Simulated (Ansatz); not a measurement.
A relaxation computed with Ansatz, from input to last step.

```yaml
crystal:
  lattice:
    - [2.5622458985, 1.4793133593, 4.6313163181]
    - [-2.5622458985, 1.4793133593, 4.6313163181]
    - [0.0, -2.9586267185, 4.6313163182]
  atoms:
    - { symbol: Cr, position: [0.349761641, 0.349761641, 0.349761641], spin: 2.68 }
    - { symbol: Cr, position: [0.150238359, 0.150238359, 0.150238359], spin: 2.68 }
    - { symbol: Cr, position: [0.650238359, 0.650238359, 0.650238359], spin: 2.68 }
    - { symbol: Cr, position: [0.849761641, 0.849761641, 0.849761641], spin: 2.68 }
    - { symbol: O, position: [0.5507927357, 0.9492072643, 0.25] }
    - { symbol: O, position: [0.25, 0.5507927357, 0.9492072643] }
    - { symbol: O, position: [0.9492072643, 0.25, 0.5507927357] }
    - { symbol: O, position: [0.4492072643, 0.0507927357, 0.75] }
    - { symbol: O, position: [0.75, 0.4492072643, 0.0507927357] }
    - { symbol: O, position: [0.0507927357, 0.75, 0.4492072643] }
basis:
  ecutwfc: 420
kpoints:
  mp_grid: { grid: [6, 6, 6] }
hamiltonian:
  xc: pbe
scf:
  occupations: { method: gaussian, width: 0.02 }
output:
  forces: true
  stress: true
  eigenvalues: true
  populations: true
magnetization:
  spin_polarized: true
relax:
  adjacent_minimum: "off"
  f_tol: 0.01
  max_steps: 30
  cell: { stress_tol: 0.1, fix: [volume] }
```

```bash
ansatz run input.yaml --threads 2 --pin off --max-ram 5120MiB --backend cpu --events-out ev --progress --plain --runs-dir out
```

Method: Ansatz 0.2.0, DFT PBE, scalar-relativistic, plane waves, PAW.

The volume is held at 1.06 times that of the relaxed cell.

Of 5 frames 4 are shown, positions in Å and forces in eV/Å; the SCF threshold varies from step to step. Steps run on the plane waves of an earlier cell, with a Pulay correction in the pressure. The basis is chosen afresh for the last frame, the zero of the energies, and at times for earlier ones too; energy and pressure step there, also at an unchanged geometry.

```xyz
10
Lattice="2.5622 1.4793 4.6313 -2.5622 1.4793 4.6313 0.0000 -2.9586 4.6313" Properties=species:S:1:pos:R:3:forces:R:3 pbc="T T T" step=1 free_energy_over_end_meV_per_atom=0.18 pressure_GPa=-11.19
Cr    0.0000    0.0000    4.8596    0.0000    0.0000   -0.0735
Cr    0.0000    0.0000    2.0874    0.0000    0.0000    0.0735
Cr    0.0000    0.0000    9.0344    0.0000    0.0000    0.0735
Cr    0.0000    0.0000   11.8065    0.0000    0.0000   -0.0735
O    -1.0208    1.4793    8.1048   -0.0633    0.0000    0.0000
O    -0.7707   -1.6237    8.1048    0.0316   -0.0548    0.0000
O     1.7915    0.1444    8.1048    0.0316    0.0548    0.0000
O     1.0208   -1.4793    5.7891    0.0633    0.0000    0.0000
O     0.7707    1.6237    5.7891   -0.0316    0.0548    0.0000
O    -1.7915   -0.1444    5.7891   -0.0316   -0.0548    0.0000
10
Lattice="2.5595 1.4777 4.6414 -2.5595 1.4777 4.6414 0.0000 -2.9554 4.6414" Properties=species:S:1:pos:R:3:forces:R:3 pbc="T T T" step=2 free_energy_over_end_meV_per_atom=0.10 pressure_GPa=-11.12
Cr    0.0000    0.0000    4.8684    0.0000    0.0000   -0.0676
Cr    0.0000    0.0000    2.0937    0.0000    0.0000    0.0676
Cr    0.0000    0.0000    9.0558    0.0000    0.0000    0.0676
Cr    0.0000    0.0000   11.8305    0.0000    0.0000   -0.0676
O    -1.0214    1.4777    8.1224   -0.0326    0.0000    0.0000
O    -0.7690   -1.6234    8.1224    0.0163   -0.0282    0.0000
O     1.7904    0.1457    8.1224    0.0163    0.0282    0.0000
O     1.0214   -1.4777    5.8017    0.0326    0.0000    0.0000
O     0.7690    1.6234    5.8017   -0.0163    0.0282    0.0000
O    -1.7904   -0.1457    5.8017   -0.0163   -0.0282    0.0000
10
Lattice="2.5601 1.4781 4.6390 -2.5601 1.4781 4.6390 0.0000 -2.9562 4.6390" Properties=species:S:1:pos:R:3:forces:R:3 pbc="T T T" step=3 free_energy_over_end_meV_per_atom=0.02 pressure_GPa=-11.04
Cr    0.0000    0.0000    4.8635    0.0000    0.0000   -0.0229
Cr    0.0000    0.0000    2.0949    0.0000    0.0000    0.0229
Cr    0.0000    0.0000    9.0534    0.0000    0.0000    0.0229
Cr    0.0000    0.0000   11.8220    0.0000    0.0000   -0.0229
O    -1.0235    1.4781    8.1182   -0.0097    0.0000    0.0000
O    -0.7683   -1.6254    8.1182    0.0048   -0.0084    0.0000
O     1.7918    0.1473    8.1182    0.0048    0.0084    0.0000
O     1.0235   -1.4781    5.7987    0.0097    0.0000    0.0000
O     0.7683    1.6254    5.7987   -0.0048    0.0084    0.0000
O    -1.7918   -0.1473    5.7987   -0.0048   -0.0084    0.0000
10
Lattice="2.5606 1.4784 4.6371 -2.5606 1.4784 4.6371 0.0000 -2.9568 4.6371" Properties=species:S:1:pos:R:3:forces:R:3 pbc="T T T" step=5 free_energy_over_end_meV_per_atom=0.00 pressure_GPa=-11.01
Cr    0.0000    0.0000    4.8605    0.0000    0.0000    0.0002
Cr    0.0000    0.0000    2.0952    0.0000    0.0000   -0.0002
Cr    0.0000    0.0000    9.0509    0.0000    0.0000   -0.0002
Cr    0.0000    0.0000   11.8162    0.0000    0.0000    0.0002
O    -1.0246    1.4784    8.1150    0.0001    0.0000    0.0000
O    -0.7680   -1.6265    8.1150   -0.0001    0.0001    0.0000
O     1.7926    0.1481    8.1150   -0.0001   -0.0001    0.0000
O     1.0246   -1.4784    5.7964   -0.0001    0.0000    0.0000
O     0.7680    1.6265    5.7964    0.0001   -0.0001    0.0000
O    -1.7926   -0.1481    5.7964    0.0001    0.0001    0.0000
```

The run took 37 s on 2 threads of Intel(R) Xeon(R) 6975P-C (Granite Rapids), with other jobs on the host, peak memory 0.69 GiB.

The state reached may not be the lowest one. The program reads another magnetic order as possibly lower. Moments started parallel, and an antiferromagnetic order may lie lower.